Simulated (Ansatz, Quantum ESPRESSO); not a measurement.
**One calculation of NiMoIrPdW, 6 ways**

```xyz
5
Lattice="4.1170 0.0000 0.0000 -2.0585 3.5655 0.0000 0.0000 0.0000 5.4458" Properties=species:S:1:pos:R:3 pbc="T T T"
Ni    0.0000    0.0000    5.2157
Mo    2.0585    1.1885    5.2367
Pd    2.0585    1.1885    2.5211
Ir    0.0000    2.3770    3.9521
W     0.0000    2.3770    1.2875
```

The cell comes from a database or a generator and needn't be the stable form of this composition.

Alike in all runs: task single point; functional PBE; k mesh 8 × 8 × 5; occupations fermi-dirac, width 0.05 eV; collinear spin, ferromagnetic start; no spin-orbit coupling. Pressure is positive in compression and, in plane waves, holds the error of the finite cutoff, which Ansatz's Pulay term estimates and takes out.

| program and potentials | plane-wave cutoff (eV) | notes | pressure (GPa) | net moment per atom (μB) |
| --- | --- | --- | --- | --- |
| Ansatz, PseudoDojo standard (PBE files) | 1333 | 16.2 valence electrons an atom on average; Pulay term of +0.02 GPa included | -0.02 | 0.00 |
| Ansatz, Ansatz NC with PseudoDojo standard (PBE files) | 1400 | 16.2 valence electrons an atom on average; Pulay term of +0.03 GPa included | 0.04 | 0.00 |
| Ansatz, JTH PAW | 2400 | 15.8 valence electrons an atom on average | 0.24 | 0.00 |
| Quantum ESPRESSO, SSSP 1.3 efficiency PBE | 816 | 15.8 valence electrons an atom on average | -0.11 | 0.00 |
| Ansatz, Ansatz PAW (files of its older set among them) | 1080 | 21.8 valence electrons an atom on average | 0.04 | 0.00 |
| Ansatz, SPMS NC | 925 | 16.2 valence electrons an atom on average; Pulay term of +0.02 GPa included | 0.13 | 0.00 |

Force on atom 5 (W), eV/Å:

| program and potentials | x | y | z |
| --- | --- | --- | --- |
| Ansatz, PseudoDojo standard (PBE files) | 0.000 | 0.000 | -0.028 |
| Ansatz, Ansatz NC with PseudoDojo standard (PBE files) | 0.000 | 0.000 | -0.035 |
| Ansatz, JTH PAW | 0.000 | 0.000 | -0.040 |
| Quantum ESPRESSO, SSSP 1.3 efficiency PBE | 0.000 | 0.000 | -0.041 |
| Ansatz, Ansatz PAW (files of its older set among them) | 0.000 | 0.000 | -0.033 |
| Ansatz, SPMS NC | 0.000 | 0.000 | -0.036 |

The pressure spans -0.11 (Quantum ESPRESSO, SSSP 1.3 efficiency PBE) to 0.24 GPa (Ansatz, JTH PAW). All agree on the net moment per atom. The state is the one that the start led to, which needn't be the lowest.

The functional is the same throughout but for its coding, so the spread measures potentials, basis and numerics; runs on potential files found faulty are left out.
